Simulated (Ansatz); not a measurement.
Here is an unrelaxed guess for W3N4.

Space group P-43m (No. 215). a = 4.592 Å, b = 4.592 Å, c = 4.592 Å, α = 90.00°, β = 90.00°, γ = 90.00°
```json
{"atom": "W", "site": "3d", "symmetry": "-42.m", "x": "0.0000", "y": "0.0000", "z": "0.5000"}
{"atom": "N", "site": "4e", "symmetry": ".3m", "x": "0.2500", "y": "0.2500", "z": "0.2500"}
```

Theory: DFT PBE, scalar-relativistic, plane waves, PAW in Ansatz. Settings: cutoff 420 eV, Γ-centred mesh 4×4×4 on the computed 7-atom cell, Gaussian smearing of 0.10 eV; no spin polarisation.

Energies over the elements count from the elements' standard structures at the same level (N₂ as a molecule), with no fitted energy shifts.

Q: How far from equilibrium is it?

A: The pressure is -7.1 GPa (it wants to contract), the largest force is 0.41 eV/Å, and the energy is +0.09 eV/atom against the elements. The shortest distance is 1.99 Å.

Q: How much does it gain on relaxing, and where does it end?

A: Relaxing gains under 0.1 eV/atom (the start's value is from the coarse mesh, so the gain is rough) in 11 ionic steps and ends at +0.08 eV/atom on the finer mesh. The symmetry stays P-43m (No. 215). The volume per atom shrinks by 3.9 %, from 13.8 to 13.3 Å³. The shortest distance goes from 1.99 Å (W–N) to 1.97 Å (W–N). Conventional cell: a = 4.532 Å. W has 4 N at 1.97 Å; around N lie 3 W at 1.97 Å.

The last run used an 8×8×8 mesh for its 7-atom cell and Gaussian smearing of 0.10 eV. Spin–orbit coupling, which can matter for W, is left out. The relaxation can't lower the symmetry of the start. Symmetry constrained the relaxation, so the result can be a saddle point.
